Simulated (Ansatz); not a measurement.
NaTl3F6:
Space group Fm-3m (No. 225); a = b = c = 8.772 Å, α = β = γ = 90.00°

```
atom  site  symmetry       x       y       z
----  ----  --------  ------  ------  ------
Na      4a      m-3m  0.0000  0.0000  0.0000
Tl      8c      -43m  0.2500  0.2500  0.2500
Tl      4b      m-3m  0.5000  0.5000  0.5000
F      24e      4m.m  0.0000  0.0000  0.2537
```
(The calculation used a cell of 10 atoms; values per cell refer to that cell.)

Relaxed with r²SCAN.

Q: Which orbitals make up the states near the band edges in DFT-r²SCAN in the program Ansatz with PAW potentials?

A: Top 1 eV of the valence band: F 2p 68 %, Tl 6s 26 %. Bottom 1 eV of the conduction band: Tl 6s 42 %, F 2p 30 %, Tl 6p 20 %, F 2s 5 %. Projections are on Löwdin-orthogonalised atomic valence shells; empty p or d shells of many metals are not among them.

Q: Tabulate the density of states.

A: States/eV per cell of 10 atoms, in 0.25 eV bins, energy from the valence-band maximum.

```tsv
E (eV)	total	F 2p	Tl 6p	Tl 6s
-7.85	0.00	0.00	0.00	0.00
-7.60	0.00	0.00	0.00	0.00
-7.35	0.00	0.00	0.00	0.00
-7.10	0.00	0.00	0.00	0.00
-6.85	0.00	0.00	0.00	0.00
-6.60	0.00	0.00	0.00	0.00
-6.35	0.00	0.00	0.00	0.00
-6.10	0.00	0.00	0.00	0.00
-5.85	0.00	0.00	0.00	0.00
-5.60	0.00	0.00	0.00	0.00
-5.35	0.01	0.01	0.00	0.00
-5.10	3.03	1.94	0.01	0.95
-4.85	4.96	3.13	0.04	1.55
-4.60	0.00	0.00	0.00	0.00
-4.35	0.00	0.00	0.00	0.00
-4.10	0.00	0.00	0.00	0.00
-3.85	0.00	0.00	0.00	0.00
-3.60	2.85	1.43	0.34	1.01
-3.35	9.31	4.90	0.85	3.30
-3.10	4.00	2.55	0.33	1.01
-2.85	15.38	13.02	0.99	0.89
-2.60	8.39	6.99	0.35	0.75
-2.35	1.82	1.52	0.20	0.04
-2.10	10.45	9.38	0.85	0.00
-1.85	13.14	12.20	0.67	0.01
-1.60	25.21	24.49	0.31	0.01
-1.35	24.50	24.07	0.09	0.06
-1.10	9.29	8.50	0.04	0.28
-0.85	12.42	10.66	0.04	0.44
-0.60	2.61	1.63	0.04	0.82
-0.35	4.53	2.25	0.06	2.15
-0.10	8.10	4.01	0.06	3.96
0.15	0.00	0.00	0.00	0.00
0.40	0.00	0.00	0.00	0.00
0.65	0.00	0.00	0.00	0.00
0.90	0.00	0.00	0.00	0.00
1.15	0.00	0.00	0.00	0.00
1.40	0.00	0.00	0.00	0.00
1.65	0.00	0.00	0.00	0.00
1.90	0.00	0.00	0.00	0.00
2.15	0.00	0.00	0.00	0.00
2.40	0.00	0.00	0.00	0.00
2.65	0.00	0.00	0.00	0.00
2.90	0.00	0.00	0.00	0.00
3.15	0.00	0.00	0.00	0.00
3.40	0.00	0.00	0.00	0.00
3.65	0.00	0.00	0.00	0.00
3.90	0.00	0.00	0.00	0.00
4.15	2.22	0.67	0.66	0.74
4.40	5.78	1.77	0.97	2.63
4.65	0.00	0.00	0.00	0.00
4.90	0.00	0.00	0.00	0.00
5.15	0.00	0.00	0.00	0.00
5.40	0.00	0.00	0.00	0.00
5.65	0.47	0.04	0.38	0.01
5.90	2.61	0.22	2.10	0.09
6.15	2.72	0.21	2.24	0.08
6.40	3.10	0.30	2.52	0.12
6.65	5.35	0.54	4.06	0.54
6.90	6.23	0.58	4.86	0.57
7.15	3.20	0.29	2.59	0.22
7.40	4.05	0.30	3.33	0.32
7.65	4.08	0.28	3.59	0.13
7.90	4.76	0.26	4.34	0.08
8.15	6.15	0.24	5.77	0.05
8.40	5.13	0.23	4.81	0.02
8.65	0.14	0.01	0.13	0.00
8.90	0.00	0.00	0.00	0.00
```

The first step of the workflow began from a Materials Project structure, measured or hypothetical; the Crystallography Open Database copy checked does not list it. Whether it is the stable phase at ambient conditions was not checked. Symmetry was held in the r²SCAN relaxation; its stability against distortions is not shown here. Spin–orbit coupling is left out wherever it is not named.

Potentials: the later of the program's two PAW sets.
